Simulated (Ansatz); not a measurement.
Na, DFT, PBEsol, all-electron LAPW, scalar-relativistic (Ansatz 0.2.0), run on 1 thread of Arm Neoverse V2 on a shared host.

The structure is an experimental refinement, used without relaxation. The listed cell was then made from it by scaling, straining or moving an atom.

Command: `ansatz run input.yaml --threads 1 --pin off --max-ram 3072MiB --backend cpu --events-out ev --progress --plain --runs-dir out`

```yaml
crystal:
  lattice:
    - [3.7670009976, 0.03767001, 0.03767001]
    - [-1.8508773132, 3.243483555, 0.0137881806]
    - [0.06154, 0.06154, 6.154]
  atoms:
    - { symbol: Na, position: [0.3333333333, 0.6666666667, 0.25] }
    - { symbol: Na, position: [0.6666666667, 0.3333333333, 0.75] }
kpoints:
  mp_grid: { grid: [13, 13, 7] }
  band_path:
    path:
      - [0.0, 0.0, 0.0]
      - [0.0, -0.5, 0.0]
      - [0.0, 0.0, 0.5]
      - [0.0, 0.0, 0.0]
      - [-0.5, 0.0, 0.0]
      - [-0.5, 0.5, -0.5]
      - [0.0, 0.0, 0.0]
      - [-0.5, 0.0, -0.5]
      - [-0.5, 0.5, 0.0]
    npoints: 5
scf:
  occupations: { method: fermi_dirac, width: 0.05 }
hamiltonian:
  xc: pbesol
  pseudopotentials: { kind: all_electron, lapw: { basis_error: 0.00025 } }
output:
  forces: true
  stress: true
  eigenvalues: true
```

Problem. How large is the problem that the program sets up?

Solution. 592 irreducible k-points, 139 plane waves at Γ, 13 bands.

Problem. About how long does it take, and how much memory does it use?

Solution. 36 s of wall time for 7 SCF iterations, with a peak of 0.59 GiB. Times on shared machines scatter by tens of per cent.
